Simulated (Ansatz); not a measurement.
The start is a generated trial cell of Os in the hcp structure type. Cell shape, volume and atoms are optimised at zero target pressure with r2SCAN (plane waves to 500 eV, PAW, scalar-relativistic; Ansatz, a quantum-chemistry and plane-wave program). First-step values are on the input's coarse k-mesh.

Ansatz input (later rounds restart from its end on a renewed k-mesh):
Ansatz 0.2 input:
```yaml
crystal:
  lattice:
    - [2.7400002, 0, 0]
    - [-1.3700001, 2.3729098, 0]
    - [0, 0, 4.32646]
  atoms:
    - { symbol: Os, position: [0.33333333, 0.66666667, 0.75] }
    - { symbol: Os, position: [0.66666667, 0.33333333, 0.25] }
basis: { ecutwfc: 500, ecutrho_ratio: 4, xc_grid: 4, fft_grid_basis: typed }
kpoints: { mp_grid: { grid: [14, 14, 8] } }
hamiltonian:
  xc: r2scan
  dispersion: none
  pseudopotentials: { kind: paw }
scf: { occupations: { method: fermi_dirac, width: 0.05 } }
relax: { f_tol: 0.01, max_steps: 100, cell: { stress_tol: 0.02 } }
output: { forces: true, stress: true }
```

```json
{
  "energy_released": "under 0.01 eV/atom",
  "optimiser_moves": "5"
}
```

Relaxed structure:

```cif
data_Os2
_chemical_formula_sum 'Os2'
_space_group_name_H-M_alt 'P63/mmc'
_space_group_IT_number 194
_space_group_name_Hall '-P 6c 2c'
_cell_length_a 2.73835
_cell_length_b 2.73835
_cell_length_c 4.31593
_cell_angle_alpha 90.000
_cell_angle_beta 90.000
_cell_angle_gamma 120.000
loop_
_atom_site_label
_atom_site_type_symbol
_atom_site_symmetry_multiplicity
_atom_site_Wyckoff_symbol
_atom_site_fract_x
_atom_site_fract_y
_atom_site_fract_z
_atom_site_occupancy
Os1 Os 2 d 0.66667 0.33333 0.25000 1
```

Final values are on a 19×19×11 k-mesh of the relaxed cell. No spin polarisation in the result.

The run could not lose the symmetry of its start; a randomly shaken copy of 2 atoms returns to this structure.

All atoms sit on sites fixed by symmetry, so only the cell could relax.
